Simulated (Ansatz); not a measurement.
The relaxed structure here is a generated cell of TaSi2: the first start was made by placing the elements on the sites of a structure type, and the end was not matched to a known phase here, so it may be hypothetical. Known forms of TaSi2 include space group No. 181.

One starting cell of TaSi$_{2}$ (a generated trial cell of TaSi2 in the AFLOW prototype A2B_oP12_62_2c_c (C37, as in Co2Si)) was relaxed twice with Ansatz (plane waves, PAW, scalar-relativistic): with r2SCAN at 500 eV and with PBE at 420 eV. The r2SCAN result:…

```
CELL_PARAMETERS angstrom
      4.81904     0.00000     0.00000
      0.00000     4.43943     0.00000
      0.00000     0.00000     8.18775
ATOMIC_POSITIONS crystal
  Si 0.64642 0.25000 0.79662
  Si 0.14642 0.25000 0.70338
  Si 0.35358 0.75000 0.20338
  Si 0.85358 0.75000 0.29662
  Si 0.13200 0.25000 0.02082
  Si 0.63200 0.25000 0.47918
  Si 0.86800 0.75000 0.97918
  Si 0.36800 0.75000 0.52082
  Ta 0.62839 0.25000 0.13099
  Ta 0.12839 0.25000 0.36901
  Ta 0.37161 0.75000 0.86901
  Ta 0.87161 0.75000 0.63099
```

```
quantity                          r2SCAN   PBE
--------------------------------  ------  ----
space group                         Pnma  Pnma
volume (Å³/atom)                   14.60     …
a (Å)                              4.819     …
b (Å)                              4.439     …
c (Å)                              8.188     …
gap (eV, no spin-orbit coupling)    0.00     …
```

### Question
What does PBE give for the same quantities?

### Answer

- volume (Å³/atom), PBE: 14.87
- a (Å), PBE: 4.855
- b (Å), PBE: 4.464
- c (Å), PBE: 8.235
- gap (eV, no spin-orbit coupling), PBE: 0.00

Both levels end in the same structure; PBE's volume is 1.9 % larger. Neither column is exact.

No spin polarisation in the result.

The run could not lose the symmetry of its start: the end is stationary, and may be a saddle point rather than a minimum.

Ansatz is a program for electronic structure.
